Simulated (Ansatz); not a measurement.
The calculation used DFT PBE, scalar-relativistic, plane waves, PAW in Ansatz. All cells share a 420 eV cutoff and Γ-centred k meshes spaced at most about 0.3 Å⁻¹ (about 0.25 or finer for metals, 2π included). No spin polarisation in the final relaxations.

Temperature and zero-point effects are left out.

Two forms of GeCl5 were relaxed alike.

A. Space group P-3m1 (No. 164), trigonal, a = 4.923 Å, c = 10.148 Å. Around Ge lie 6 Cl at 2.98 Å; around Cl on a site of symmetry 3m lie 3 Ge at 2.98 Å and 3 Cl at 3.36 Å; Cl on a site of symmetry 2/m has 4 Cl at 2.46 Å.

B. Space group P4/mmm (No. 123), tetragonal, a = 4.940 Å, c = 6.815 Å. Ge has 8 Cl at 2.79 Å; Cl on a site of symmetry 2mm has 1 Cl at 2.58 Å, 2 Ge at 2.79 Å and 2 Cl at 3.25 Å; Cl on a site of symmetry 4/mmm is surrounded by 8 Cl at 3.25 Å (long against covalent radii, as for large ions).

Question: Which would you expect to be lower, and how large is the difference?

Answer: A is lower, by 70 meV/atom. A has space group P-3m1 (No. 164), 35.5 Å³/atom and no gap on its mesh; B has space group P4/mmm (No. 123), 27.7 Å³/atom and no gap. Counting Cl atoms around Ge (those within 1.25 times the shortest such distance or 1.15 times the sum of covalent radii, 1.27 where that leaves under three; the shortest distance is added where it exceeds 1.18 times the sum of covalent radii), A has Ge 6 from 3.0 Å and B has Ge 8 from 2.8 Å. Both come from invented guesses. A third cell relaxed alike, in P6/mmm, lies 152 meV/atom below the lower of the two.

No dispersion correction is applied, so the spacing and binding between layers, chains or molecules are poorly described (P-3m1, P4/mmm), and this can change margins and order among such cells. In P-3m1, P4/mmm an odd number of electrons in the primitive cell allows no gap without spin; a larger cell or a magnetic state could open one. A magnetic state wasn't ruled out in cells without spin, among them P4/mmm. Cells relaxed within their symmetry can be saddle points.
